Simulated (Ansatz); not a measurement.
The relaxed structure here is a generated cell of GaP: the first start was made by placing the elements on the sites of a structure type, and the end was not matched to a known phase here, so it may be hypothetical. Known forms of GaP include space group No. 216.

A relaxed structure of GaP. Space group P6₂22 (No. 180). Computed with PBEsol (plane waves to 420 eV, PAW, scalar-relativistic; Ansatz, a program for electronic structure).

Space group P6₂22 (No. 180); a = b = 3.8512 Å, c = 8.4547 Å, α = β = 90.00°, γ = 120.00°

```tsv
atom	site	symmetry	x	y	z
Ga	3d	222	0.5000	0.0000	0.5000
P	3c	222	0.5000	0.0000	0.0000
```

Problem. Predict the band gap from PBEsol.

Solution. 0.24 eV, indirect (valence top at Γ, conduction bottom at K) (no spin-orbit coupling).

Problem. Give the smallest direct gap at the level PBEsol.

Solution. 0.65 eV at Γ.

No spin polarisation in the result.

The run could not lose the symmetry of its start: the end is stationary, and may be a saddle point rather than a minimum.
